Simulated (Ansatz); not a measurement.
La$_{2}$O$_{3}$:
```
La2O3
1.0
    3.93521     0.00000     0.00000
   -1.96760     3.40799     0.00000
    0.00000     0.00000     6.12641
La O
2 3
Direct
  0.33333   0.66667   0.24613
  0.66667   0.33333   0.75387
  0.00000   0.00000   0.00000
  0.33333   0.66667   0.64612
  0.66667   0.33333   0.35388
```

Plane-wave PAW r²SCAN (Ansatz code) gives a gap of 4.23 eV without spin–orbit coupling, maximum at L, minimum at K.

Q: What happens when spin–orbit coupling is switched on?

A: The gap shrinks by 0.02 eV, to 4.21 eV; maximum at L, minimum at K.

Q: Give the electron effective mass with spin–orbit coupling.

A: 1.3 mₑ (isotropic).

Q: Give the hole effective mass with spin–orbit coupling.

A: 1.1, 2.6, 4.3 mₑ (principal values).

Space group P-3m1 (La2O3 or Ni2Al3 type). The r²SCAN relaxation kept the symmetry of its start; phonons on a q-mesh show no instability.

Potentials: the later of the program's two PAW sets.
